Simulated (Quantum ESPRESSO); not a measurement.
ScAl3P4 (changed cell): field gradients at the nuclei

```xyz
8
Lattice="5.6219 0.0000 0.0000 0.0000 5.6219 0.0000 0.0000 0.0000 5.6219" Properties=species:S:1:pos:R:3 pbc="T T T"
Sc     0.0000     0.0000     0.0000
P      1.4630     1.4630     1.4630
Al     0.0000     2.8109     2.8109
P      1.4630     4.1588     4.1588
Al     2.8109     0.0000     2.8109
P      4.1588     1.4630     4.1588
Al     2.8109     2.8109     0.0000
P      4.1588     4.1588     1.4630
```
The cell was made here from a computed Materials Project entry: one of 4 Al replaced by Sc, cell and atoms relaxed (PBE without dispersion, pw.x of a modified build of Quantum ESPRESSO, symmetry kept). The parent is AlP in F-43m. The swapped cell is a model, not a known phase. Stability against distortions was not tested. The run has no spin polarisation.

Computed: field gradients by the PAW reconstruction of the field gradient on a scalar-relativistic PBE ground state (Quantum ESPRESSO, JTH datasets), 20 Ha, k-mesh 4×4×4 through Γ.

```
site                  site symmetry  Vzz (a.u.)   η_Q  ∣C_Q∣ (MHz)
--------------------  -------------  ----------  ----  -----------
Sc (atom 1)                    -43m           0     –     0 (⁴⁵Sc)
P (atoms 2, 4, 6, 8)             3m      -0.506  0.00            –
Al (atoms 3, 5, 7)             -42m      -0.079  0.00  2.73 (²⁷Al)
```

Quadrupole moments taken as inputs (sizes, barn, from the tables of PySCF and pymatgen): ⁴⁵Sc 0.22, ²⁷Al 0.1466.

Principal values are ordered |Vxx| ≤ |Vyy| ≤ |Vzz|, η = (Vxx − Vyy)/Vzz, and C_Q = eQVzz/h is given by its size. Cores are frozen. Against all-electron runs on small test molecules, this scheme's |Vzz| missed by −7 % on Al. P had no test against all-electron runs.
